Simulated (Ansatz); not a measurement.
MgS (rock salt) is sheared across one {110} plane: the third cell vector gains the shift, so faults repeat every 5.5 Å. The cut lies between planes 1.84 Å apart; the cell height is held.

```xyz
6
Lattice="3.6792 0.0000 0.0000 0.0000 5.2031 0.0000 1.8396 2.6016 5.5188" Properties=species:S:1:pos:R:3 pbc="T T T"
S      1.5330     2.1680     4.5990
S      1.5330     2.1680     0.9198
S      3.3726     4.7695     2.7594
Mg     1.5330     4.7695     0.9198
Mg     3.3726     2.1680     2.7594
Mg     1.5330     4.7695     4.5990
```

In-plane vectors a = (3.679, 0.000) Å, b = (0.000, 5.203) Å, area 19.14 Å². The shift is s times the vector a (length 3.679 Å), so s = 1 restores the start. Atoms relax along the normal only. γ = [E(shift) − E(0)] / area.

Method: r2SCAN (plane waves to 500 eV, PAW, scalar-relativistic; Ansatz, an electronic-structure program). k mesh 8×8×8 (Γ-centred), Fermi-Dirac smearing 0.05 eV. E is the zero-smearing estimate. Stress and pressure are positive under compression. Some relaxations began with atoms very close together and may have settled on another branch. Faults lie only 5.5 Å apart, and holding the cell height raises γ above its relaxed value. MgS was relaxed with its symmetry unable to fall. The zero of γ is zero shift.

```tsv
s	γ (mJ/m²)	σ normal to the fault (GPa)
0.000	0	0.0
0.083	117	1.7
0.167	337	5.2
0.250	542	8.9
0.333	703	12.1
0.417	807	14.1
0.500	843	14.9
0.583	807	14.1
0.667	703	12.1
0.750	542	8.9
0.833	337	5.2
0.917	117	1.7
```

Derived quantities:

The highest computed γ on the line is 843 mJ/m² and the steepest slope dγ/d(shift) before the first maximum (spline) is 7.4 GPa. Position of the highest point: s = 0.500. Local minima between the ends: no computed point is one.

(The slope of γ gives the shear force per area between the displaced halves; near zero shift its curvature is an elastic stiffness.)
